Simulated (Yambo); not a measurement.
GaAlN₂ (space group P-4m2, No. 115), G0W0@LDA in Yambo; all else as in the reference (4×4×4 Γ-centred k mesh, 104 bands and a 10 Ry block in the screening, 104 bands in G with the Bruneval-Gonze terminator, plasmon pole fitted at 27.2 eV). One parameter is varied: the cutoff of the wavefunctions in Yambo, over 10, 20, 30, 50, 84 Ry.

**Question.** From which value on does the gap Γ → Γ stay within 0.05 eV of the largest setting?

**Answer.** From 20 Ry on.
```csv
cutoff of the wavefunctions in Yambo (Ry),G0W0 gap (eV),valence shift (eV)
10,4.19,-0.31
20,4.28,-0.43
30,4.25,-0.48
50,4.24,-0.50
84,4.25,-0.50
```
The last step of the sweep still moves the gap by 6 meV; the other settings are held fixed.

The standard potential for Ga keeps a d shell in the valence without the s and p states of that shell. In tests on such compounds this moved G0W0 gaps by up to about 0.9 eV, so absolute quasiparticle energies here are unreliable; differences between settings are what counts.

Spin-orbit coupling is not included.

Geometry relaxed with LDA; primitive cell a = b = 3.111 Å, c = 4.379 Å, α = β = γ = 90.00°.

The structure is a Materials Project entry; no match was found in the copy of COD used, and its stability was not checked.

A shift is the quasiparticle energy of the state minus its LDA energy.
